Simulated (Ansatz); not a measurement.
MgO:
```yaml
crystal:
  lattice:
    - [0.00000, 2.12698, 2.12698]
    - [2.12698, 0.00000, 2.12698]
    - [2.12698, 2.12698, 0.00000]
  atoms:
    - { symbol: Mg, position: [0.50000, 0.50000, 0.50000] }
    - { symbol: O, position: [0.00000, 0.00000, 0.00000] }
```

Relaxed with PBE. Special points in fractions of this cell's reciprocal vectors: Γ (0.000, 0.000, 0.000); X (0.500, 0.000, 0.500); U (0.625, 0.250, 0.625); K (0.375, 0.375, 0.750); L (0.500, 0.500, 0.500); W (0.500, 0.250, 0.750).

Task: List the band energies nearest the valence-band maximum at these points for plane-wave PAW PBE (Ansatz code).

Result: In eV from the valence-band maximum; about four levels below and three above (degenerate sets whole), none deeper than 8.9 eV; … stands for higher levels left out; points with the same levels are listed once.

```tsv
k	below	above
Γ	0.00 0.00 0.00	4.46 …
X	-3.93 -1.30 -1.30	9.11 …
U	-3.36 -2.62 -1.10	9.96 …
L	-4.48 -0.62 -0.62	7.73 …
W	-2.84 -2.84 -1.71	…
```

Space group Fm-3m (rock salt). The PBE relaxation kept the symmetry of its start.

Potentials: the later of the program's two PAW sets.
